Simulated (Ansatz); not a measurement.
# Calculated electric field gradients for Li4SnB2O6

The cell is a Materials Project structure (computed, not necessarily an observed phase), atoms as given.

Space group Pnnm (No. 58); a = 8.5019, b = 9.4626, c = 3.5553 Å.

| site | Wyckoff | site symmetry | x | y | z |
| --- | --- | --- | --- | --- | --- |
| Li1 | 4g | ..m | 0.1730 | 0.0450 | 0.5000 |
| Li2 | 4g | ..m | 0.0156 | 0.2011 | 0.0000 |
| Sn | 2d | ..2/m | 0.5000 | 0.0000 | 0.0000 |
| B | 4g | ..m | 0.7732 | 0.2122 | 0.5000 |
| O15 | 4g | ..m | 0.6431 | 0.1205 | 0.5000 |
| O16 | 4g | ..m | 0.2398 | 0.1428 | 0.0000 |
| O17 | 4g | ..m | 0.9229 | 0.1550 | 0.5000 |

One atom of each set is listed.

Computed with Ansatz: DFT, PBE, plane waves and PAW, scalar-relativistic, 420 eV cutoff, Γ-centred 3×3×6 k-points, Fermi–Dirac smearing 0.02 eV.

V_zz is the principal component of the electric field gradient with the largest magnitude, η = (V_xx − V_yy)/V_zz and C_Q = eQV_zz/h. ν_Q = 3|C_Q|/[2I(2I − 1)].

⁶Li: I = 1, Q = -0.8080 mb; ¹¹B: I = 3/2, Q = 40.59 mb; ¹⁷O: I = 5/2, Q = -25.58 mb. Nuclear quadrupole moments: year-2017 set (Pyykkö).

**Question.** Give the quadrupolar parameters of the distinct sites.

**Answer.** 

| site | atoms | first shell | C_Q (MHz) | η | ν_Q (MHz) |
| --- | --- | --- | --- | --- | --- |
| Li1 | 4 | 5 O at 2.06–2.37 Å | -0.002 | 0.73 | 0.003 |
| Li2 | 4 | 4 O at 1.98–2.01 Å; also 2 O at 3.29 Å | -0.003 | 0.86 | 0.005 |
| B | 4 | 3 O at 1.38–1.41 Å | 2.43 | 0.18 | 1.22 |
| O15 | 4 | 1 B at 1.41 Å, 2 Li at 2.01–2.21 Å; also 2 Sn at 2.44 Å | 3.75 | 0.82 | 0.563 |
| O16 | 4 | 1 B at 1.40 Å, 3 Li at 1.98–2.08 Å; also 1 Sn at 2.59 Å, 2 Li at 3.29 Å | -2.88 | 0.98 | 0.432 |
| O17 | 4 | 1 B at 1.38 Å, 3 Li at 1.99–2.06 Å; also 1 Li at 2.37 Å, 1 Sn at 3.33 Å | 3.84 | 0.66 | 0.577 |

At B V_zz stands upright on the plane through its three neighbours (within 1°).

Sn has no stable isotope with a ground-state quadrupole moment in the table, so these sites are left out.

With these PAW files V_zz is typically within 2 to 3 % of all-electron values, but misses above 10 % occur on Li. Where η is near 1 the sign of V_zz means little.
